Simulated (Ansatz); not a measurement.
Theory: Ansatz 0.2.0, DFT PBE, scalar-relativistic, plane waves, PAW. All cells share a 420 eV cutoff and Γ-centred k meshes spaced at most about 0.3 Å⁻¹ (about 0.25 or finer for metals, 2π included). No spin polarisation in the final relaxations.

These are static total energies at zero pressure.

Two forms of AlGa₂As₃ were relaxed alike.

A.

```yaml
crystal:
  lattice:
    - [-1.90530, 3.79773, 4.72207]
    - [1.90530, -3.79773, 4.72207]
    - [1.90530, 3.79773, -4.72207]
  atoms:
    - { symbol: Al, position: [0.00000, 0.50000, 0.50000] }
    - { symbol: Ga, position: [0.21658, 0.21658, 0.00000] }
    - { symbol: Ga, position: [0.78342, 0.78342, 0.00000] }
    - { symbol: As, position: [0.23974, 0.00000, 0.23974] }
    - { symbol: As, position: [0.76026, 0.00000, 0.76026] }
    - { symbol: As, position: [0.50000, 0.50000, 0.00000] }
```

B.

```yaml
crystal:
  lattice:
    - [4.44550, 0.00000, 0.00000]
    - [-2.22275, 3.84992, 0.00000]
    - [0.00000, 0.00000, 7.58826]
  atoms:
    - { symbol: Al, position: [0.66667, 0.33333, 0.00000] }
    - { symbol: Ga, position: [0.33333, 0.66667, 0.25838] }
    - { symbol: Ga, position: [0.33333, 0.66667, 0.74162] }
    - { symbol: As, position: [0.66667, 0.33333, 0.50000] }
    - { symbol: As, position: [0.00000, 0.00000, 0.00000] }
    - { symbol: As, position: [0.00000, 0.00000, 0.50000] }
```

Task: Which would you expect to be lower, and how large is the difference?

Result: A is lower, by 73 meV/atom. A has space group Immm (No. 71), 22.8 Å³/atom and no gap on its mesh; B has space group P-6m2 (No. 187), 21.6 Å³/atom and no gap. Counting As atoms around Al and Ga (those within 1.25 times the shortest such distance or 1.15 times the sum of covalent radii; the shortest distance is added where it is long for a bond), A has Al 4, Ga 3 and B has Al 3, Ga 9 from 3.2 Å. B holds As–As nets (shortest 2.57 Å); in A the shortest As–As distance is 2.75 Å, near bonding range too. The lower one is the more open, so pressure narrows the difference. Even the lower one lies +0.14 eV/atom against the reference forms of the elements (uncorrected), so neither is stable at this level. Both come from invented guesses. A third cell relaxed alike, in P4/mmm, lies 8 meV/atom below the lower of the two.

Cells relaxed within their symmetry can be saddle points.
